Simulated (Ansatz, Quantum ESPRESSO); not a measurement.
Given: the input of a run of Quantum ESPRESSO 7.5 on ScRu3. Atoms were shifted at random by some hundredths of an Å from the given cell, which wasn't relaxed again for these runs. The cell comes from a database or a generator and needn't be the stable form of this composition.

pw.in

```
&CONTROL
  calculation = 'scf'
  prefix = 'pwscf'
  outdir = './tmp'
  pseudo_dir = './pseudo'
  tprnfor = .true.
  tstress = .true.
  disk_io = 'nowf'
/
&SYSTEM
  ibrav = 0
  nat = 4
  ntyp = 2
  ecutwfc = 60
  nbnd = 40
  occupations = 'smearing'
  smearing = 'fd'
  degauss = 0.00367493
/
&ELECTRONS
  conv_thr = 8d-10
  electron_maxstep = 120
  mixing_beta = 0.5
/
ATOMIC_SPECIES
Ru   101.0700 Ru_ONCV_PBE-1.0.oncvpsp.upf
Sc    44.9559 Sc_ONCV_PBE-1.0.oncvpsp.upf
CELL_PARAMETERS angstrom
   3.9384370000    0.0000000000    0.0000000000
   0.0000000000    3.9384370000    0.0000000000
   0.0000000000    0.0000000000    3.9384370000
ATOMIC_POSITIONS crystal
Ru     0.5035720000    0.4942510000   -0.0000480000
Ru     0.5010020000    0.0022140000    0.5005980000
Ru    -0.0068540000    0.4968940000    0.4866720000
Sc    -0.0005020000    0.0014440000    0.0077600000
K_POINTS automatic
7 7 7 0 0 0
```

Potentials or basis: SSSP 1.3 efficiency PBE.

Run with:

```sh
$ OMP_NUM_THREADS=1 pw.x -in pw.in > pw.out
```

What does the same run look like in Ansatz 0.2.0? Potentials or basis there: Ansatz PAW, cutoff 420 eV.

As run (cutoffs and basis follow the program's own potentials, and thresholds, step limits or extra output files can differ):

input.yaml

```yaml
crystal:
  lattice:
    - [3.938437, 0.0, 0.0]
    - [0.0, 3.938437, 0.0]
    - [0.0, 0.0, 3.938437]
  atoms:
    - { symbol: Ru, position: [0.503572, 0.494251, -4.8e-05] }
    - { symbol: Ru, position: [0.501002, 0.002214, 0.500598] }
    - { symbol: Ru, position: [-0.006854, 0.496894, 0.486672] }
    - { symbol: Sc, position: [-0.000502, 0.001444, 0.00776] }
hamiltonian:
  xc: pbe
  pseudopotentials: { kind: paw }
kpoints:
  mp_grid: { grid: [7, 7, 7] }
scf:
  occupations: { method: fermi_dirac, width: 0.05 }
output:
  forces: true
  stress: true
  eigenvalues: true
  write_density: true
  write_potential: true
  elf: true
  volumetric_format: npy
```

Potentials or basis: Ansatz PAW.

The run is started by

```sh
$ ansatz run input.yaml --threads 2 --pin off --max-ram 5120MiB --backend cpu --events-out ev --progress --plain --runs-dir out
```

Both were run:

|  | Quantum ESPRESSO | Ansatz |
| --- | --- | --- |
| Pressure | -1.5 GPa | -1.4 GPa |
| Largest force | 0.580 eV/Å | 0.576 eV/Å |
| Energy over the undisturbed cell | 6.0 meV/atom | 5.9 meV/atom |

Ansatz's pressure holds a Pulay term of +0.06 GPa for its cutoff of 420 eV, which the other run lacks.

Where Ansatz's input types no cutoff or centring, it takes its own default and a Γ-centred mesh.

Pressure is positive in compression.
